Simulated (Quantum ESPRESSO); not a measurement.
# Computed records: NbAl₃CuRu₃ (simulated cell), NbAl₄Ir₂Au (simulated cell), NbAlCuPd₅ (simulated cell)

Computed with Quantum ESPRESSO 7.5. Calculation on a made-up metal alloy cell, not a measurement: no spin or spin-orbit, unrelaxed, 2900 K smearing, stress positive in tension, cell energy less fitted offsets; periodic Kohn-Sham density functional theory in plane waves with PseudoDojo standard norm-conserving scalar-relativistic pseudopotentials, each functional with its own files (v0.5 for PBE, v0.4.1 for LDA and PBEsol), eight atoms on drawn sites of a strained close-packed or body-centred lattice, each displaced and held fixed; the energy is the cell's free energy, ions and the entropy term -TS included, at the stated Fermi-Dirac width, less a fixed offset for each atom's element (shifted free energy); compositions with an open d shell lost a parallel starting moment in a cheaper test run, and other magnetic orders were not tried; an error bar is the largest change of its kind in a tighter rerun, never given below 0.002 eV, 0.02 GPa or 0.003 eV/angstrom, and covers cutoff and k-mesh only, not smearing or the files.

Settings shared by all entries: functional pbe; fermi dirac smearing 0.25 eV; electrons removed 0; run command mpirun -np 4 pw.x -nk 4 -in in.

Notes on all entries: a spin test at this wide smearing found no moment, but such smearing suppresses magnetism that the real alloy may have; lattice, volume and sites are drawn at random and may be unstable or far from any real phase; energies are for the whole cell, less offsets fitted to these runs, so they are not formation energies.

(1) NbAl₃CuRu₃ (simulated cell)

```cif
# cell vector a (Å): 2.0249 3.9816 2.0230
# cell vector b (Å): 2.0307 -3.9713 1.9967
# cell vector c (Å): 1.9360 -0.0212 -5.9378
data_NbAl3CuRu3
_symmetry_space_group_name_H-M 'P 1'
_symmetry_Int_Tables_number 1
_cell_length_a 4.9037
_cell_length_b 4.8869
_cell_length_c 6.2455
_cell_angle_alpha 104.885
_cell_angle_beta 105.484
_cell_angle_gamma 108.644
_cell_volume 126.70
loop_
_atom_site_label
_atom_site_type_symbol
_atom_site_fract_x
_atom_site_fract_y
_atom_site_fract_z
_atom_site_occupancy
Ru1 Ru 0.00442 0.00998 0.00774 1
Ru2 Ru 0.12934 0.62573 0.25089 1
Al1 Al 0.25384 0.25394 0.50141 1
Cu1 Cu 0.37522 0.88398 0.74181 1
Al2 Al 0.50674 0.50269 0.00469 1
Nb1 Nb 0.63038 0.12937 0.25322 1
Al3 Al 0.74991 0.75124 0.50153 1
Ru3 Ru 0.88164 0.37346 0.75015 1
```

| Quantity | Value |
| --- | --- |
| lattice type | face-centred cubic |
| cutoff | 1252 eV |
| run processor | Intel Xeon, 2023 or later, virtual cores |
| k mesh | 6 x 6 x 4 shifted half a step off Gamma on each axis |
| entropy term negative ts | -1.319 eV |
| pressure | -12.45 GPa |
| stress xx | 12.37 GPa |
| stress yy | 12.98 GPa |
| stress zz | 12 GPa |
| stress yz | 3.75 GPa |
| stress xz | 2.56 GPa |
| stress xy | 3.18 GPa |
| shifted free energy | -2.132 eV |

Atoms:
```
atoms element  atom site  atom energy offset (eV)
           Ru          1                 -2750.51
           Ru          2                 -2750.51
           Al          3                   -63.26
           Cu          4                 -5159.25
           Al          5                   -63.26
           Nb          6                 -1694.67
           Al          7                   -63.26
           Ru          8                 -2750.51
```

Forces:
```
site  x (eV/Å)  y (eV/Å)  z (eV/Å)
   1      0.14     0.108     -0.35
   2     0.243    -0.079     -0.17
   3    -0.018     0.002    -0.036
   4     -0.03     0.044    -0.113
   5    -0.259    -0.134     0.445
   6    -0.477     0.082     0.352
   7     0.877     0.062    -0.805
   8    -0.477    -0.085     0.677
```

Notes: the copper pseudopotential is less sure than most, with forces differing by about three percent and pressure by about two GPa from a second method on plain copper; error bars: energy 0.0026 eV, stress 0.02 GPa, force 0.003 eV/Å, from a tighter rerun of a related cell, whose elements or sites may differ; 18 SCF iterations, 235 s of wall time on a shared machine.

(2) NbAl₄Ir₂Au (simulated cell)

```cif
# cell vector a (Å): -2.8705 0.0211 0.0347
# cell vector b (Å): 0.0203 5.0671 -4.6622
# cell vector c (Å): 0.0935 -5.0583 -4.6529
data_NbAl4Ir2Au
_symmetry_space_group_name_H-M 'P 1'
_symmetry_Int_Tables_number 1
_cell_length_a 2.8708
_cell_length_b 6.8856
_cell_length_c 6.8735
_cell_angle_alpha 94.771
_cell_angle_beta 91.558
_cell_angle_gamma 90.328
_cell_volume 135.34
loop_
_atom_site_label
_atom_site_type_symbol
_atom_site_fract_x
_atom_site_fract_y
_atom_site_fract_z
_atom_site_occupancy
Al1 Al 0.00262 0.00106 0.00740 1
Ir1 Ir 0.98679 0.41769 0.07591 1
Al2 Al 0.99149 0.49880 0.50003 1
Al3 Al 0.98682 0.92301 0.57907 1
Al4 Al 0.48963 0.16704 0.33696 1
Au1 Au 0.48507 0.24917 0.74916 1
Nb1 Nb 0.47777 0.66502 0.83129 1
Ir2 Ir 0.50624 0.75549 0.24507 1
```

| Item | Value |
| --- | --- |
| lattice type | hexagonal close-packed |
| cutoff | 1116 eV |
| run processor | AMD EPYC, Zen 5, virtual cores |
| k mesh | 8 x 4 x 4 shifted half a step off Gamma on each axis |
| entropy term negative ts | -0.938 eV |
| pressure | -10.75 GPa |
| stress xx | 3.93 GPa |
| stress yy | 17.46 GPa |
| stress zz | 10.85 GPa |
| stress yz | -0.38 GPa |
| stress xz | -1.02 GPa |
| stress xy | -0.66 GPa |
| shifted free energy | -1.268 eV |

Atoms:
```
atoms element  atom site  atom energy offset (eV)
           Al          1                   -63.26
           Ir          2                 -3133.86
           Al          3                   -63.26
           Al          4                   -63.26
           Al          5                   -63.26
           Au          6                 -4032.82
           Nb          7                 -1694.67
           Ir          8                 -3133.86
```

Forces:
```
site  x (eV/Å)  y (eV/Å)  z (eV/Å)
   1     0.124    -0.291    -0.022
   2    -0.107    -1.233    -1.162
   3     0.131     1.308     0.305
   4     0.032    -0.425     0.729
   5    -0.011     0.737     0.353
   6     0.067    -0.059     0.987
   7    -0.333    -0.318    -0.631
   8     0.097      0.28     -0.56
```

Notes: heavy elements are run without spin-orbit coupling, which real alloys of them have; error bars: energy 0.0081 eV, stress 0.15 GPa, force 0.0081 eV/Å, from a tighter rerun of this cell; 17 SCF iterations, 160 s of wall time on a shared machine.

(3) NbAlCuPd₅ (simulated cell)

```cif
# cell vector a (Å): 0.0000 -2.0072 -2.0072
# cell vector b (Å): -4.0144 2.0072 -2.0072
# cell vector c (Å): 6.0216 6.0216 -4.0144
data_NbAlCuPd5
_symmetry_space_group_name_H-M 'P 1'
_symmetry_Int_Tables_number 1
_cell_length_a 2.8386
_cell_length_b 4.9166
_cell_length_c 9.4146
_cell_angle_alpha 94.993
_cell_angle_beta 98.671
_cell_angle_gamma 90.000
_cell_volume 129.39
loop_
_atom_site_label
_atom_site_type_symbol
_atom_site_fract_x
_atom_site_fract_y
_atom_site_fract_z
_atom_site_occupancy
Nb1 Nb 0.01246 0.00269 0.99992 1
Pd1 Pd 0.09020 0.39930 0.25946 1
Pd2 Pd 0.22577 0.75429 0.48865 1
Al1 Al 0.36458 0.13622 0.74111 1
Pd3 Pd 0.48855 0.47599 0.00361 1
Pd4 Pd 0.61015 0.86804 0.25024 1
Pd5 Pd 0.68767 0.24086 0.50661 1
Cu1 Cu 0.92938 0.61682 0.74411 1
```

| Quantity | Value |
| --- | --- |
| lattice type | face-centred cubic |
| cutoff | 1252 eV |
| run processor | Intel Xeon, 2023 or later, virtual cores |
| k mesh | 8 x 5 x 3 shifted half a step off Gamma on each axis |
| entropy term negative ts | -1.33 eV |
| pressure | -6.11 GPa |
| stress xx | 5.92 GPa |
| stress yy | 6.29 GPa |
| stress zz | 6.13 GPa |
| stress yz | -1.26 GPa |
| stress xz | -1.27 GPa |
| stress xy | 1.32 GPa |
| shifted free energy | 0.551 eV |

Atoms:
```
atoms element  atom site  atom energy offset (eV)
           Nb          1                 -1694.67
           Pd          2                 -3687.45
           Pd          3                 -3687.45
           Al          4                   -63.26
           Pd          5                 -3687.45
           Pd          6                 -3687.45
           Pd          7                 -3687.45
           Cu          8                 -5159.25
```

Forces:
```
site  x (eV/Å)  y (eV/Å)  z (eV/Å)
   1     0.856     0.224     0.073
   2     0.725    -1.165      0.98
   3     1.153     1.035    -0.805
   4     -0.13    -0.376     0.313
   5    -1.105    -0.187      0.11
   6    -1.379    -0.014     0.161
   7     0.023     0.211    -0.789
   8    -0.142     0.271    -0.043
```

Notes: the copper pseudopotential is less sure than most, with forces differing by about three percent and pressure by about two GPa from a second method on plain copper; error bars: energy 0.014 eV, stress 0.13 GPa, force 0.0084 eV/Å, from a tighter rerun of this cell; 19 SCF iterations, 286 s of wall time on a shared machine.

(4) NbAlCuPd₅ (simulated cell)

```cif
# cell vector a (Å): 0.0000 -2.0072 -2.0072
# cell vector b (Å): -4.0144 2.0072 -2.0072
# cell vector c (Å): 6.0216 6.0216 -4.0144
data_NbAlCuPd5
_symmetry_space_group_name_H-M 'P 1'
_symmetry_Int_Tables_number 1
_cell_length_a 2.8386
_cell_length_b 4.9166
_cell_length_c 9.4146
_cell_angle_alpha 94.993
_cell_angle_beta 98.671
_cell_angle_gamma 90.000
_cell_volume 129.39
loop_
_atom_site_label
_atom_site_type_symbol
_atom_site_fract_x
_atom_site_fract_y
_atom_site_fract_z
_atom_site_occupancy
Pd1 Pd 0.01246 0.00269 0.99992 1
Nb1 Nb 0.09020 0.39930 0.25946 1
Pd2 Pd 0.22577 0.75429 0.48865 1
Al1 Al 0.36458 0.13622 0.74111 1
Pd3 Pd 0.48855 0.47599 0.00361 1
Pd4 Pd 0.61015 0.86804 0.25024 1
Pd5 Pd 0.68767 0.24086 0.50661 1
Cu1 Cu 0.92938 0.61682 0.74411 1
```

| Item | Value |
| --- | --- |
| lattice type | face-centred cubic |
| cutoff | 1252 eV |
| run processor | Intel Xeon, 2023 or later, virtual cores |
| k mesh | 8 x 5 x 3 shifted half a step off Gamma on each axis |
| entropy term negative ts | -1.175 eV |
| pressure | -6.42 GPa |
| stress xx | 6.57 GPa |
| stress yy | 6.61 GPa |
| stress zz | 6.08 GPa |
| stress yz | -2.83 GPa |
| stress xz | -1.79 GPa |
| stress xy | 1.88 GPa |
| shifted free energy | 0.005579 eV |

Atoms:
```
atoms element  atom site  atom energy offset (eV)
           Pd          1                 -3687.45
           Nb          2                 -1694.67
           Pd          3                 -3687.45
           Al          4                   -63.26
           Pd          5                 -3687.45
           Pd          6                 -3687.45
           Pd          7                 -3687.45
           Cu          8                 -5159.25
```

Forces:
```
site  x (eV/Å)  y (eV/Å)  z (eV/Å)
   1     0.126    -0.422     0.745
   2     0.409    -0.797     0.597
   3      1.11     0.521     -0.25
   4     0.561     0.313    -0.287
   5    -0.879     0.036    -0.199
   6    -0.953     0.087    -0.026
   7    -0.214     0.045    -0.669
   8    -0.161     0.216     0.089
```

Notes: the copper pseudopotential is less sure than most, with forces differing by about three percent and pressure by about two GPa from a second method on plain copper; error bars: energy 0.014 eV, stress 0.13 GPa, force 0.0084 eV/Å, from a tighter rerun of a related cell, whose elements or sites may differ; 19 SCF iterations, 277 s of wall time on a shared machine.

(5) NbAlCuPd₅ (simulated cell)

```cif
# cell vector a (Å): 0.0000 -2.0072 -2.0072
# cell vector b (Å): -4.0144 2.0072 -2.0072
# cell vector c (Å): 6.0216 6.0216 -4.0144
data_NbAlCuPd5
_symmetry_space_group_name_H-M 'P 1'
_symmetry_Int_Tables_number 1
_cell_length_a 2.8386
_cell_length_b 4.9166
_cell_length_c 9.4146
_cell_angle_alpha 94.993
_cell_angle_beta 98.671
_cell_angle_gamma 90.000
_cell_volume 129.39
loop_
_atom_site_label
_atom_site_type_symbol
_atom_site_fract_x
_atom_site_fract_y
_atom_site_fract_z
_atom_site_occupancy
Pd1 Pd 0.01246 0.00269 0.99992 1
Pd2 Pd 0.09020 0.39930 0.25946 1
Nb1 Nb 0.22577 0.75429 0.48865 1
Al1 Al 0.36458 0.13622 0.74111 1
Pd3 Pd 0.48855 0.47599 0.00361 1
Pd4 Pd 0.61015 0.86804 0.25024 1
Pd5 Pd 0.68767 0.24086 0.50661 1
Cu1 Cu 0.92938 0.61682 0.74411 1
```

| Quantity | Value |
| --- | --- |
| lattice type | face-centred cubic |
| cutoff | 1252 eV |
| run processor | Intel Xeon, 2023 or later, virtual cores |
| k mesh | 8 x 5 x 3 shifted half a step off Gamma on each axis |
| entropy term negative ts | -1.247 eV |
| pressure | -6.03 GPa |
| stress xx | 6.74 GPa |
| stress yy | 5.6 GPa |
| stress zz | 5.75 GPa |
| stress yz | -1.34 GPa |
| stress xz | -1.73 GPa |
| stress xy | 1.77 GPa |
| shifted free energy | 0.357 eV |

Atoms:
```
atoms element  atom site  atom energy offset (eV)
           Pd          1                 -3687.45
           Pd          2                 -3687.45
           Nb          3                 -1694.67
           Al          4                   -63.26
           Pd          5                 -3687.45
           Pd          6                 -3687.45
           Pd          7                 -3687.45
           Cu          8                 -5159.25
```

Forces:
```
site  x (eV/Å)  y (eV/Å)  z (eV/Å)
   1    -0.173     -0.68     0.952
   2     0.667    -0.518     0.286
   3     0.584    -0.237     0.371
   4      0.56     0.605    -0.576
   5    -1.019    -0.288      0.14
   6    -0.685     0.379    -0.235
   7     0.114     0.231    -0.828
   8    -0.048     0.508    -0.109
```

Notes: the copper pseudopotential is less sure than most, with forces differing by about three percent and pressure by about two GPa from a second method on plain copper; error bars: energy 0.014 eV, stress 0.13 GPa, force 0.0084 eV/Å, from a tighter rerun of a related cell, whose elements or sites may differ; 20 SCF iterations, 293 s of wall time on a shared machine.

(6) NbAlCuPd₅ (simulated cell)

```cif
# cell vector a (Å): 0.0000 -2.0072 -2.0072
# cell vector b (Å): -4.0144 2.0072 -2.0072
# cell vector c (Å): 6.0216 6.0216 -4.0144
data_NbAlCuPd5
_symmetry_space_group_name_H-M 'P 1'
_symmetry_Int_Tables_number 1
_cell_length_a 2.8386
_cell_length_b 4.9166
_cell_length_c 9.4146
_cell_angle_alpha 94.993
_cell_angle_beta 98.671
_cell_angle_gamma 90.000
_cell_volume 129.39
loop_
_atom_site_label
_atom_site_type_symbol
_atom_site_fract_x
_atom_site_fract_y
_atom_site_fract_z
_atom_site_occupancy
Pd1 Pd 0.01246 0.00269 0.99992 1
Pd2 Pd 0.09020 0.39930 0.25946 1
Pd3 Pd 0.22577 0.75429 0.48865 1
Al1 Al 0.36458 0.13622 0.74111 1
Nb1 Nb 0.48855 0.47599 0.00361 1
Pd4 Pd 0.61015 0.86804 0.25024 1
Pd5 Pd 0.68767 0.24086 0.50661 1
Cu1 Cu 0.92938 0.61682 0.74411 1
```

| Quantity | Value |
| --- | --- |
| lattice type | face-centred cubic |
| cutoff | 1252 eV |
| run processor | Intel Xeon, 2023 or later, virtual cores |
| k mesh | 8 x 5 x 3 shifted half a step off Gamma on each axis |
| stress yz | ? |
| stress yy | ? |
| entropy term negative ts | ? |

Atoms:
```
atoms element  atom site  atom energy offset (eV)
           Pd          1                 -3687.45
           Pd          2                 -3687.45
           Pd          3                 -3687.45
           Al          4                   -63.26
           Nb          5                 -1694.67
           Pd          6                 -3687.45
           Pd          7                 -3687.45
           Cu          8                 -5159.25
```

Notes: the copper pseudopotential is less sure than most, with forces differing by about three percent and pressure by about two GPa from a second method on plain copper; error bars: energy 0.014 eV, stress 0.13 GPa, force 0.0084 eV/Å, from a tighter rerun of a related cell, whose elements or sites may differ; 20 SCF iterations, 297 s of wall time on a shared machine.

Q: What stress yz does the calculation give for NbAlCuPd₅ (simulated cell) (entry 6)?
A: -0.93 GPa

Q: Give the missing stress yy for NbAlCuPd₅ (simulated cell) (entry 6).
A: 6.18 GPa

Q: NbAlCuPd₅ (simulated cell) (entry 6): entropy term negative ts?
A: -1.309 eV

Further results for NbAlCuPd₅ (simulated cell) (entry 6):

| Quantity | Value |
| --- | --- |
| pressure | -6.27 GPa |
| stress xx | 7.19 GPa |
| stress zz | 5.43 GPa |
| stress xz | -1.53 GPa |
| stress xy | 2.02 GPa |
| shifted free energy | 0.492 eV |

Forces:
```
site  x (eV/Å)  y (eV/Å)  z (eV/Å)
   1    -0.171    -0.637     0.864
   2     0.323    -1.122     0.902
   3     1.028         1    -0.751
   4      0.14    -0.442     0.447
   5    -0.521     0.785    -0.962
   6     -0.94    -0.121      0.23
   7     0.198     0.267    -0.831
   8    -0.056     0.271     0.101
```
